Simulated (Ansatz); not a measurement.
Hg2O:
```
CELL_PARAMETERS angstrom
      5.26761     0.00000     0.00000
      0.00000     5.26761     0.00000
      0.00000     0.00000     5.26761
ATOMIC_POSITIONS crystal
  O  0.00000 0.00000 0.00000
  O  0.50000 0.50000 0.50000
  Hg 0.25000 0.25000 0.25000
  Hg 0.75000 0.75000 0.25000
  Hg 0.75000 0.25000 0.75000
  Hg 0.25000 0.75000 0.75000
```

Relaxed with PBE. Special points in fractions of this cell's reciprocal vectors: Γ (0.000, 0.000, 0.000); X (0.000, 0.500, 0.000); M (0.500, 0.500, 0.000); R (0.500, 0.500, 0.500).

Question: List the band energies nearest the Fermi level at these points for PBE with spin–orbit coupling (plane waves, PAW; program Ansatz).

Answer: In eV from the Fermi level; about four levels below and three above (degenerate sets whole), none deeper than 8.9 eV; points with the same levels are listed once.

```tsv
k	below	above
Γ	-0.25 -0.25 -0.25 -0.25	1.17 1.17 1.17 1.17
X	-1.64 -1.64 -1.64 -1.64	0.86 0.86 0.86 0.86
M	-1.80 -1.80 -1.80 -1.80	0.12 0.12 0.12 0.12
R	-1.13 -1.13 -0.15 -0.15	0.22 0.22 0.22 0.22
```

Space group Pn-3m. The start of the workflow was typed in or built on a structure type; neither database checked (COD, Materials Project) lists it. Whether it is the stable phase at ambient conditions was not checked. Symmetry was held in the PBE relaxation; whether a distortion lowers the energy is not shown. The volume moved by 21 % from the start of the relaxation.

Potentials: the earlier of the program's two PAW sets.
